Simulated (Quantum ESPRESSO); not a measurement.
Ga2MgSiN4, input and log of a self-consistent run

Simulated, not a measurement. The program is pw.x of Quantum ESPRESSO 7.5 (plane-wave density functional theory). The cell is made up: 8 atoms on a rocksalt lattice, with randomly drawn elements, strain and displacements, not relaxed. PseudoDojo standard norm-conserving files (v0.5 for PBE, v0.4.1 for LDA and PBEsol) set the functional; there is no spin polarisation, spin-orbit coupling or dispersion term, and the masses in the input are unused placeholders.

Input:

```
&control calculation='scf', pseudo_dir='./dojo.nc.sr.pbe.v0_5.standard.upf', outdir='./o', disk_io='medium', tprnfor=.true., tstress=.true. /
&system ibrav=0, nat=8, ntyp=4, nbnd=40, ecutwfc=84.00895049, nosym=.true., tot_charge=0,
 occupations='smearing', smearing='fd', degauss=0.0073498644
/
&electrons conv_thr=7.350e-09, electron_maxstep=60, /
ATOMIC_SPECIES
Ga 1.0 Ga.upf
Mg 1.0 Mg.upf
N 1.0 N.upf
Si 1.0 Si.upf
CELL_PARAMETERS angstrom
4.2364 -0.0004 -0.0047
-0.0004 4.2878 -0.0725
-0.0047 -0.0725 4.3111
ATOMIC_POSITIONS angstrom
Ga -0.0233 -0.0092 0.0629
Ga 0.0147 2.0722 1.9926
Mg 2.124 -0.1367 2.2268
Si 2.1718 2.1317 0.0368
N 2.169 -0.0695 -0.0102
N 2.1511 2.0289 2.2256
N 4.2847 0.0155 2.1636
N 4.1179 2.0971 -0.0204
K_POINTS automatic
6 6 6 1 1 1
```

The log is shortened where brackets say so; the opening notice, blank lines, dates and the lines on written files are dropped, and the path of the files is cut. It prints rydbergs, bohrs and kilobars, and counts compression as positive stress.

```
     Program PWSCF v.7.5
     Parallel version (MPI & OpenMP), running on       1 processor cores
     Number of MPI processes:                 1
     Threads/MPI process:                     1
     [start-up lines left out]
     bravais-lattice index     =            0
     lattice parameter (alat)  =       8.0056  a.u.
     unit-cell volume          =     528.3140 (a.u.)^3
     number of atoms/cell      =            8
     number of atomic types    =            4
     number of electrons       =        60.00
     number of Kohn-Sham states=           40
     kinetic-energy cutoff     =      84.0090  Ry
     charge density cutoff     =     336.0358  Ry
     scf convergence threshold =      7.3E-09
     mixing beta               =       0.7000
     number of iterations used =            8  plain     mixing
     Exchange-correlation= PBE
                           (   1   4   3   4   0   0   0)
     [axes and pseudopotential details left out]
   Cartesian axes
     site n.     atom                  positions (alat units)
         1        Ga     tau(   1) = (  -0.0054999  -0.0021717   0.0148475  )
         2        Ga     tau(   2) = (   0.0034699   0.4891414   0.4703519  )
         3        Mg     tau(   3) = (   0.5013688  -0.0322679   0.5256346  )
         4        Si     tau(   4) = (   0.5126519   0.5031864   0.0086866  )
         5        N      tau(   5) = (   0.5119910  -0.0164054  -0.0024077  )
         6        N      tau(   6) = (   0.5077657   0.4789205   0.5253514  )
         7        N      tau(   7) = (   1.0114006   0.0036588   0.5107163  )
         8        N      tau(   8) = (   0.9720275   0.4950190  -0.0048154  )
     number of k points=   108  Fermi-Dirac smearing, width (Ry)=  0.0073
     Number of k-points >= 100: set verbosity='high' to print them.
     Dense  grid:    54955 G-vectors     FFT dimensions: (  48,  48,  48)
     Estimated max dynamical RAM per process >      72.53 MB
     Initial potential from superposition of free atoms
     starting charge      59.9932, renormalised to      60.0000
     Starting wfcs are   43 randomized atomic wfcs
     total cpu time spent up to now is       12.8 secs
     per-process dynamical memory:    48.1 Mb
     Self-consistent Calculation
     iteration #  1     ecut=    84.01 Ry     beta= 0.70
     Davidson diagonalization with overlap
     ethr =  1.00E-02,  avg # of iterations =  4.3
     total cpu time spent up to now is       46.0 secs
     total energy              =    -515.25385838 Ry
     estimated scf accuracy    <       1.99336055 Ry
     iteration #  2     ecut=    84.01 Ry     beta= 0.70
     Davidson diagonalization with overlap
     ethr =  3.32E-03,  avg # of iterations =  3.0
     total cpu time spent up to now is       78.7 secs
     total energy              =    -515.51598070 Ry
     estimated scf accuracy    <       3.28372666 Ry
     iteration #  3     ecut=    84.01 Ry     beta= 0.70
     Davidson diagonalization with overlap
     ethr =  3.32E-03,  avg # of iterations =  2.0
     total cpu time spent up to now is      115.2 secs
     total energy              =    -516.15380585 Ry
     estimated scf accuracy    <       0.33840167 Ry
     iteration #  4     ecut=    84.01 Ry     beta= 0.70
     Davidson diagonalization with overlap
     ethr =  5.64E-04,  avg # of iterations =  2.0
     total cpu time spent up to now is      144.2 secs
     total energy              =    -516.19023829 Ry
     estimated scf accuracy    <       0.02397487 Ry
     iteration #  5     ecut=    84.01 Ry     beta= 0.70
     Davidson diagonalization with overlap
     ethr =  4.00E-05,  avg # of iterations =  7.9
     total cpu time spent up to now is      176.7 secs
     total energy              =    -516.19177483 Ry
     estimated scf accuracy    <       0.00727305 Ry
     [iterations 6 to 7 left out]
     iteration #  8     ecut=    84.01 Ry     beta= 0.70
     Davidson diagonalization with overlap
     ethr =  7.47E-07,  avg # of iterations =  2.4
     total cpu time spent up to now is      266.4 secs
     total energy              =    -516.19392197 Ry
     estimated scf accuracy    <       0.00002665 Ry
     iteration #  9     ecut=    84.01 Ry     beta= 0.70
     Davidson diagonalization with overlap
     ethr =  4.44E-08,  avg # of iterations =  2.8
     total cpu time spent up to now is      301.6 secs
     total energy              =    -516.19392842 Ry
     estimated scf accuracy    <       0.00000874 Ry
     iteration # 10     ecut=    84.01 Ry     beta= 0.70
     Davidson diagonalization with overlap
     ethr =  1.46E-08,  avg # of iterations =  2.0
     total cpu time spent up to now is      327.8 secs
     total energy              =    -516.19392917 Ry
     estimated scf accuracy    <       0.00000227 Ry
     iteration # 11     ecut=    84.01 Ry     beta= 0.70
     Davidson diagonalization with overlap
     ethr =  3.78E-09,  avg # of iterations =  2.0
     total cpu time spent up to now is      354.3 secs
     total energy              =    -516.19392956 Ry
     estimated scf accuracy    <       0.00000003 Ry
     iteration # 12     ecut=    84.01 Ry     beta= 0.70
     Davidson diagonalization with overlap
     ethr =  5.34E-11,  avg # of iterations =  3.7
     total cpu time spent up to now is      389.1 secs
     End of self-consistent calculation
     [lines on levels left out]
!    total energy              =    -516.19392957 Ry
     estimated scf accuracy    <          6.1E-09 Ry
     smearing contrib. (-TS)   =      -0.00340740 Ry
     internal energy E=F+TS    =    -516.19052217 Ry
     The total energy is F=E-TS. E is the sum of the following terms:
     one-electron contribution =    -167.21105580 Ry
     hartree contribution      =     130.61274073 Ry
     xc contribution           =    -127.61397569 Ry
     ewald contribution        =    -351.97823141 Ry
     convergence has been achieved in  12 iterations
     Forces acting on atoms (cartesian axes, Ry/au):
     atom    1 type  1   force =     0.01514743   -0.00566265   -0.02264102
     atom    2 type  1   force =     0.00348659    0.00058218    0.06132107
     atom    3 type  2   force =     0.01066434    0.02310283   -0.01212512
     atom    4 type  4   force =     0.02593287    0.00627019   -0.04189063
     atom    5 type  3   force =    -0.02554778   -0.01727901    0.03688726
     atom    6 type  3   force =    -0.01504711    0.01514662   -0.01756782
     atom    7 type  3   force =    -0.01483375   -0.03176347   -0.00958080
     atom    8 type  3   force =     0.00019740    0.00960331    0.00559706
     Total force =     0.111035     Total SCF correction =     0.000187
     Computing stress (Cartesian axis) and pressure
          total   stress  (Ry/bohr**3)                   (kbar)     P=      -67.68
  -0.00019276  -0.00001352   0.00006858          -28.36       -1.99       10.09
  -0.00001352  -0.00061898   0.00044051           -1.99      -91.06       64.80
   0.00006858   0.00044051  -0.00056849           10.09       64.80      -83.63
     init_run     :     11.93s CPU     12.74s WALL (       1 calls)
     electrons    :    358.54s CPU    376.27s WALL (       1 calls)
     forces       :      3.83s CPU      3.88s WALL (       1 calls)
     stress       :     17.48s CPU     17.56s WALL (       1 calls)
     [timing details left out]
     PWSCF        :   6m32.16s CPU   6m51.47s WALL
     JOB DONE.
```

In other units: free energy -7023.176 eV for the cell, pressure -6.77 GPa, largest force component 1.577 eV/Å. A rerun of a related cell, with the same atoms placed differently, at 1437 eV and a 8 x 8 x 8 mesh moved values by no more than 0.008 eV in energy, 0.25 GPa in stress and 0.018 eV/Å in force.